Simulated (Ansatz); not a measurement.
Starting cell, BAs (zinc blende):

```
BAs
1.0
    0.00000     2.39195     2.39195
    2.39195     0.00000     2.39195
    2.39195     2.39195     0.00000
As B
1 1
Direct
  0.75000   0.75000   0.75000
  0.00000   0.00000   0.00000
```

In this cell atom 2 (B, nearest neighbour As at 2.071 Å; its periodic images, 3.4 Å or more away, move with it) is moved by s along Cartesian [111], unit vector (0.577, 0.577, 0.577); all other atoms and the cell stay fixed.

Calculation: r2SCAN (plane waves to 500 eV, PAW, scalar-relativistic; Ansatz, an electronic-structure program). k mesh 10×10×10 (Γ-centred), Fermi-Dirac smearing 0.05 eV. The energy includes the smearing's −TS. Compression counts positive. Left out: 1 of 11 points, with atoms too close for the PAW data. As the smearing reaches across the gap at some points, energies and forces of such displacements shift with the k mesh and the smearing. F∥ is the force on the atom along that direction. BAs was relaxed with its symmetry unable to fall. The zero of ΔE is the undisplaced structure.

| s (Å) | ΔE (meV/cell) | P (GPa) | F∥ (eV/Å) |
|---|---|---|---|
| -0.496 | 3350 | 33.0 | 16.970 |
| -0.372 | 1670 | 15.6 | 10.506 |
| -0.248 | 664 | 5.8 | 5.975 |
| -0.124 | 147 | 1.2 | 2.522 |
| 0.000 | 0 | 0.0 | 0.000 |
| 0.124 | 113 | 0.8 | -1.687 |
| 0.248 | 383 | 2.7 | -2.514 |
| 0.372 | 709 | 4.9 | -2.683 |
| 0.496 | 1018 | 7.0 | -2.314 |
| 0.620 | 1272 | 8.5 | -1.661 |

Derived quantities:

| Property | Result |
|---|---|
| Energy at s = 0.620 Å | 1272 meV/cell |
| Force along the line at s = -0.496 Å | 17.0 eV/Å |
| Symmetry of the curve | not even: the negative side lies higher at ±0.496 Å |
| Shape of the curve | a single well with its minimum at or next to zero displacement |
| Force constant k = d²E/ds² at s = 0 (finite differences) | 16.9 eV/Å² |
| Harmonic estimate at the end of the scan | ½ks² = 3253 meV/cell against the computed 1272 meV/cell, so the well is softer than harmonic there |
| Zone-centre optical wavenumber from k | 698 cm⁻¹ |

The 11 points together took roughly 2.2 core-minutes.

(For displaced atoms, the force is minus the slope of the energy, and its curvature is a force constant, which sets phonon frequencies.)
